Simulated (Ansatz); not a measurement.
ZrPt$_{3}$:
```xyz
4
Lattice="4.0220 0.0000 0.0000 0.0000 4.0220 0.0000 0.0000 0.0000 4.0220" Properties=species:S:1:pos:R:3 pbc="T T T"
Zr     0.0000     0.0000     0.0000
Pt     0.0000     2.0110     2.0110
Pt     2.0110     0.0000     2.0110
Pt     2.0110     2.0110     0.0000
```

Relaxed with r²SCAN.

### Question
Map the electron localisation function on the plane through (0.000, 0.000, 0.000) spanned by u = [1, 1, 0] and v = [1, 0, 1] in lattice vectors, from the program Ansatz at the r²SCAN level (PAW).

### Answer
x is the fraction of u, y of v (the angle between them is 60°; rows are the nearest grid lines); atoms in the plane: Zr at (0.00, 0.00), Pt at (0.50, 0.50), Pt at (0.00, 0.50), Pt at (0.50, 0.00).
```
y \ x   0.000  0.107  0.179  0.286  0.357  0.464  0.536  0.643  0.714  0.821  0.893   1.00
------  -----  -----  -----  -----  -----  -----  -----  -----  -----  -----  -----  -----
1.00    0.029  0.817  0.276  0.349  0.501  0.670  0.670  0.501  0.349  0.276  0.817  0.029
0.929   0.678  0.802  0.558  0.258  0.336  0.637  0.681  0.550  0.336  0.133  0.558  0.678
0.857   0.691  0.778  0.455  0.186  0.317  0.351  0.522  0.447  0.289  0.288  0.120  0.691
0.786   0.134  0.214  0.147  0.258  0.317  0.295  0.265  0.271  0.273  0.314  0.309  0.134
0.679   0.381  0.309  0.288  0.349  0.413  0.351  0.265  0.272  0.271  0.299  0.396  0.381
0.607   0.624  0.314  0.314  0.314  0.548  0.637  0.522  0.251  0.271  0.388  0.604  0.624
0.536   0.670  0.516  0.273  0.273  0.516  0.670  0.681  0.350  0.284  0.350  0.645  0.670
0.464   0.670  0.645  0.350  0.284  0.350  0.681  0.670  0.516  0.273  0.273  0.516  0.670
0.393   0.624  0.604  0.388  0.271  0.251  0.522  0.637  0.548  0.314  0.314  0.314  0.624
0.321   0.381  0.396  0.299  0.271  0.272  0.265  0.351  0.413  0.349  0.288  0.309  0.381
0.214   0.134  0.309  0.314  0.273  0.271  0.265  0.295  0.317  0.258  0.147  0.214  0.134
0.143   0.691  0.120  0.288  0.289  0.447  0.522  0.351  0.317  0.186  0.455  0.778  0.691
0.0714  0.678  0.558  0.133  0.336  0.550  0.681  0.637  0.336  0.258  0.558  0.802  0.678
0.000   0.029  0.817  0.276  0.349  0.501  0.670  0.670  0.501  0.349  0.276  0.817  0.029
```

The density is the valence pseudo-density with augmentation charge, so density and ELF within about 1 Å of a nucleus are not all-electron values.

Space group Pm-3m (Cu3Au type). The workflow started from an entry of the Crystallography Open Database (COD). Its standing as an ambient phase is unchecked. The r²SCAN relaxation kept the symmetry of its start; whether a distortion lowers the energy is not shown. The run is not spin-polarised. Scalar-relativistic: spin–orbit coupling is off unless named, which matters more the heavier the elements.

Potentials: the later of the program's two PAW sets.
